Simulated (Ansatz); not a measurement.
RuC:
```
CELL_PARAMETERS angstrom
      2.65937     0.00000     0.00000
      0.00000     2.65937     0.00000
      0.00000     0.00000     2.65937
ATOMIC_POSITIONS crystal
  Ru 0.00000 0.00000 0.00000
  C  0.50000 0.50000 0.50000
```

Relaxed with PBE. Special points in fractions of this cell's reciprocal vectors: Γ (0.000, 0.000, 0.000); X (0.000, 0.500, 0.000); M (0.500, 0.500, 0.000); R (0.500, 0.500, 0.500).

Problem. List the band energies nearest the Fermi level at these points for the program Ansatz at the PBE level (PAW).

Solution. In eV from the Fermi level; about four levels below and three above (degenerate sets whole), none deeper than 8.9 eV; points with the same levels are listed once.

```tsv
k	below	above
Γ	-5.69 -5.69 -0.07 -0.07 -0.07	0.13 0.13 0.13
X	-8.86 -4.87 -4.13 -4.13	0.22 1.73 5.17 5.17
M	-4.72 -4.72 -4.44 -1.92 -1.92	1.44 1.50 1.69
R	-8.42 -8.42 -8.42 -7.90	1.83 1.83 5.55 5.55 5.55
```

Space group Pm-3m (CsCl type). The cell is a constructed one: a structure type filled with these elements; neither database checked (COD, Materials Project) lists it. Its standing as an ambient phase is unchecked. The PBE relaxation kept the symmetry of its start; its stability against distortions is not shown here. No spin polarisation was allowed. Scalar-relativistic: spin–orbit coupling is off unless named, which matters more the heavier the elements.

Potentials: the earlier of the program's two PAW sets.
